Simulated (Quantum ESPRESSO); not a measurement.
Inputs of pw.x and gipaw.x (a modified build of Quantum ESPRESSO, PBE) for CaO; the starting potential comes from an earlier run on another mesh:

```
&CONTROL
  calculation = 'scf'
  prefix = 'x'
  pseudo_dir = './pseudo'
  outdir = './out'
  tprnfor = .true.
/
&SYSTEM
  ibrav = 0
  nat = 2
  ntyp = 2
  ecutwfc = 45
  ecutrho = 180
  occupations = 'fixed'
  nbnd = 8
/
&ELECTRONS
  conv_thr = 1e-11
  startingpot = 'file'
/
ATOMIC_SPECIES
Ca 40.078 Ca.GGA_PBE-JTH.UPF
O 15.999 O.GGA_PBE-JTH.UPF
CELL_PARAMETERS angstrom
    0.000000000000     2.391537225000     2.427590550000
    2.391537225000     0.000000000000     2.427590550000
    2.391537225000     2.391537225000     0.000000000000
ATOMIC_POSITIONS crystal
Ca     0.000000000000     0.000000000000     0.000000000000
O      0.500000000000     0.500000000000     0.500000000000
K_POINTS automatic
6 6 6 1 1 1
```

```
&INPUTGIPAW
  job = 'nmr'
  prefix = 'x'
  tmp_dir = './out/'
  restart_mode = 'from_scratch'
  pawproj(1) = .true.
  pawproj(2) = .true.
  use_nmr_macroscopic_shape = .false.
/
```

The cell was made here from a computed Materials Project entry: strained by +1 % along the cube axis and by -0.5 % across it, atoms relaxed (PBE without dispersion, pw.x of Quantum ESPRESSO, symmetry kept). The parent is CaO in Fm-3m. Stability against distortions was not tested.

Give the final section of the GIPAW output.


```
     Total NMR chemical shifts in ppm: ---------------------------------------
     (adopting the Simpson convention for anisotropy and asymmetry)-----------

     Atom  1  Ca  pos: (  0.000000  0.000000  0.000000)  Total sigma:         957.67
           962.0898          0.0000          0.0000
             0.0000        962.0898         -0.0000
             0.0000         -0.0000        948.8291

     Ca      1    anisotropy:    -13.26    eta:    0.0000
     Ca      1    sigma_11=    962.09
     Ca      1    sigma_22=    962.09
     Ca      1    sigma_33=    948.83

     Atom  2  O   pos: (  0.701797  0.701797  0.712377)  Total sigma:        -153.45
          -149.3612         -0.0000          0.0000
            -0.0000       -149.3612         -0.0000
            -0.0000          0.0000       -161.6387

     O       2    anisotropy:    -12.28    eta:    0.0000
     O       2    sigma_11=   -149.36
     O       2    sigma_22=   -149.36
     O       2    sigma_33=   -161.64
```
The printed anisotropy is 3/2 (σ_33 − σ_iso) in the program's own order; the axes are left out here. Anisotropies that symmetry doesn't fix are less certain than the isotropic values. These are absolute shieldings with no macroscopic susceptibility term; δ = σ_ref − σ needs a reference computed alike. By our sweeps, such settings leave a few ppm in absolute σ. PBE places the empty d or f states of Ca too low, which is known to distort σ on and beside such ions. Static lattice: thermal averaging is not included.
